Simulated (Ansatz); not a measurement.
SrO:
```
CELL_PARAMETERS angstrom
      0.00000     2.58014     2.58014
      2.58014     0.00000     2.58014
      2.58014     2.58014     0.00000
ATOMIC_POSITIONS crystal
  Sr 0.50000 0.50000 0.50000
  O  0.00000 0.00000 0.00000
```

Cartesian axes are those of the cell as given.

Task: Give the high-frequency dielectric tensor and the Born effective charge tensors of the independent atoms from DFPT, r²SCAN (plane waves, PAW; program Ansatz).

Result: 
ε∞:
```
3.52  0.00  0.00
0.00  3.52  0.00
0.00  0.00  3.52
```
Z* of atom 1 (Sr), rows: field, columns: displacement, in e:
```
2.41  0.00  0.00
0.00  2.41  0.00
0.00  0.00  2.41
```
Z* of atom 2 (O), rows: field, columns: displacement, in e:
```
-2.41   0.00   0.00
 0.00  -2.41   0.00
 0.00   0.00  -2.41
```

Static charges for comparison (Bader): Sr1 +1.53, O2 -1.53 e. Born charges measure polarisation by displacement and can exceed these by far.

Space group Fm-3m (rock salt). Symmetry was held in the r²SCAN relaxation. Spin–orbit coupling is left out wherever it is not named.

Potentials: the earlier of the program's two PAW sets. The files were generated under PBE; for other functionals the program regenerates the frozen cores, and for LDA and PBEsol the local potential too.
